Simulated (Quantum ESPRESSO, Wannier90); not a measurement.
Li$_{3}$BrO (anti-perovskite): Wannier90 run

```
begin unit_cell_cart
ang
    3.9486400000    0.0000000000    0.0000000000
    0.0000000000    3.9486400000    0.0000000000
    0.0000000000    0.0000000000    3.9486400000
end unit_cell_cart
begin atoms_frac
Li   0.5000000000  0.0000000000  0.0000000000
Li   0.0000000000  0.5000000000  0.0000000000
Li   0.0000000000  0.0000000000  0.5000000000
Br   0.5000000000  0.5000000000  0.5000000000
O    0.0000000000  0.0000000000  0.0000000000
end atoms_frac
```

Cell from Materials Project (mp-28593), symmetrised, no further relaxation. COD (Crystallography Open Database) has an entry of this formula and space group (matched by these alone). Method: PBEsol plane waves in Quantum ESPRESSO 7.5 (PseudoDojo norm-conserving files, 68 Ry, no spin polarisation, no spin-orbit coupling), Bloch states on a 6×6×6 mesh through Γ, Wannier90 4.0.1. Density: 8×8×8 mesh, Gaussian smearing 0.01 Ry. Spin-orbit coupling, left out, would split the p-like bands by a few tenths of an eV.

Band 5 is isolated and gives one Wannier function a cell (Br4 4s 82 %, O5 2s 14 %; spread 2.59 Å²). Its on-site energy is ε = -14.460 eV relative to the valence-band maximum, and its hoppings t(R) = t(−R) to the nearer images are (images within this range that aren't listed have |t| under 5 meV):

```json
[
 {"R (lattice vectors; −R alike)": "0 1 -1", "distance (Å)": "5.58", "t (eV)": "0.018"},
 {"R (lattice vectors; −R alike)": "0 1 1", "distance (Å)": "5.58", "t (eV)": "0.018"},
 {"R (lattice vectors; −R alike)": "1 -1 0", "distance (Å)": "5.58", "t (eV)": "0.018"},
 {"R (lattice vectors; −R alike)": "1 0 -1", "distance (Å)": "5.58", "t (eV)": "0.018"},
 {"R (lattice vectors; −R alike)": "1 0 1", "distance (Å)": "5.58", "t (eV)": "0.018"},
 {"R (lattice vectors; −R alike)": "1 1 0", "distance (Å)": "5.58", "t (eV)": "0.018"},
 {"R (lattice vectors; −R alike)": "1 -1 -1", "distance (Å)": "6.84", "t (eV)": "0.007"},
 {"R (lattice vectors; −R alike)": "1 -1 1", "distance (Å)": "6.84", "t (eV)": "0.007"},
 {"R (lattice vectors; −R alike)": "1 1 -1", "distance (Å)": "6.84", "t (eV)": "0.007"},
 {"R (lattice vectors; −R alike)": "1 1 1", "distance (Å)": "6.84", "t (eV)": "0.007"}
]
```

Question: Work out the band energy at Γ, X, M, R from these numbers.

Answer: For one orbital E(k) = ε + Σ_R 2 t(R) cos(2π k·R), the sum over the listed R.
- Γ, k = (0.000, 0.000, 0.000): E = -14.460 + (0.018)·(12.00) + (0.007)·(8.00) = -14.19 eV; pw.x: -14.25 eV
- X, k = (0.000, 0.500, 0.000): E = -14.460 + (0.018)·(-4.00) + (0.007)·(-8.00) = -14.59 eV; pw.x: -14.62 eV
- M, k = (0.500, 0.500, 0.000): E = -14.460 + (0.018)·(-4.00) + (0.007)·(8.00) = -14.48 eV; pw.x: -14.46 eV
- R, k = (0.500, 0.500, 0.500): E = -14.460 + (0.018)·(12.00) + (0.007)·(-8.00) = -14.30 eV; pw.x: -14.29 eV

At these points the listed shells miss the plane-wave band by up to 0.06 eV, of a width of 0.37 eV on the path. With all its hoppings the model misses the band by 6.3 meV at worst on the whole path, so most of the miss comes from the hoppings not listed.
